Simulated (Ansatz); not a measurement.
**Compressing CrAgO$_{2}$: a fit and a missing row**

CrAgO$_{2}$, R-3m, a = 2.966 Å, c = 18.454 Å. The structure is a COD entry; whether it is the stable form wasn't checked. Ansatz: PBEsol, PAW, 420 eV, Γ-centred 12×12×12 mesh on 4 atoms, Gaussian smearing 0.02 eV; collinear spin, largest moment 2.4 μB. Shape and atoms are relaxed at each volume; pressure is positive in compression.

```tsv
V (Å³/atom)	P (GPa)
11.016	?
11.368	5.25
11.719	0.00
12.071	-4.48
12.422	-8.27
```

Q: Take V0 = 11.719 Å³/atom, fit the third-order Birch–Murnaghan form to the other rows, and predict the missing pressure.

A: With the Eulerian strain f = ½[(V0/V)^(2/3) − 1] and y = P/[3f(1 + 2f)^(5/2)], the form is the line y = B0 + 1.5 B0 (B0′ − 4) f. Rows (f, y): 0.01024, 162.5; -0.00977, 160.6; -0.01905, 159.5. Means f = -0.006193, y = 160.87; Σ(Δf)² = 0.0004481, ΣΔfΔy = 0.04537; the slope is their ratio. y = 161.5 + 101.2 f GPa, so B0 = 161.5 GPa and B0′ = 4 + 2 × (101.2)/(3 × 161.5) = 4.42. At V = 11.016, f = 0.02105, y = 163.63 and P = 11.46 GPa. The run gave 11.43 GPa, so the fit is 0.03 GPa too high, a small miss on the scale of the series. The form still works here, 33 % of the fitted range beyond its end.

The cell holds one magnetic atom, so it can only be ferromagnetic; an antiferromagnetic order may lie lower.

Cost: 5 runs of about 5.1 core-minutes in all, on Intel Xeon 6975P-C (Granite Rapids) (shared hosts).